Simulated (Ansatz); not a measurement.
Ge:
```yaml
crystal:
  lattice:
    - [0.00000, 6.30149, 6.30149]
    - [6.30149, 0.00000, 6.30149]
    - [6.30149, 6.30149, 0.00000]
  atoms:
    - { symbol: Ge, position: [0.57137, 0.28590, 0.57137] }
    - { symbol: Ge, position: [0.96410, 0.67863, 0.67863] }
    - { symbol: Ge, position: [0.57137, 0.57137, 0.28590] }
    - { symbol: Ge, position: [0.67863, 0.96410, 0.67863] }
    - { symbol: Ge, position: [0.57137, 0.57137, 0.57137] }
    - { symbol: Ge, position: [0.67863, 0.67863, 0.67863] }
    - { symbol: Ge, position: [0.28590, 0.57137, 0.57137] }
    - { symbol: Ge, position: [0.67863, 0.67863, 0.96410] }
```

Relaxed with r²SCAN. Special points in fractions of this cell's reciprocal vectors: Γ (0.000, 0.000, 0.000); X (0.500, 0.000, 0.500); U (0.625, 0.250, 0.625); K (0.375, 0.375, 0.750); L (0.500, 0.500, 0.500); W (0.500, 0.250, 0.750).

Problem. List the band energies nearest the Fermi level at these points for DFT-r²SCAN with spin–orbit coupling in the program Ansatz with PAW potentials.

Solution. In eV from the Fermi level; about four levels below and three above (degenerate sets whole), none deeper than 8.9 eV; points with the same levels are listed once.

| k | below | above |
|---|---|---|
| Γ | -0.35 -0.35 -0.35 -0.35 | 0.78 0.78 0.78 0.78 |
| X | -0.85 -0.85 -0.85 -0.85 | 0.49 0.49 0.49 0.49 |
| U | -0.87 -0.87 -0.64 -0.64 | 0.51 0.51 0.80 0.80 |
| L | -0.08 -0.08 -0.03 -0.03 | 0.12 0.12 0.15 0.15 |
| W | -0.91 -0.91 -0.88 -0.88 | 0.76 0.76 0.78 0.78 |

Space group Fd-3m. The start of the workflow was typed in or built on a structure type. Its sites differ from those of the usual phase in this space group: another stacking or structure type. Symmetry was held in the r²SCAN relaxation; whether a distortion lowers the energy is not shown. The volume moved by 44 % from the start of the relaxation.

Potentials: the later of the program's two PAW sets.
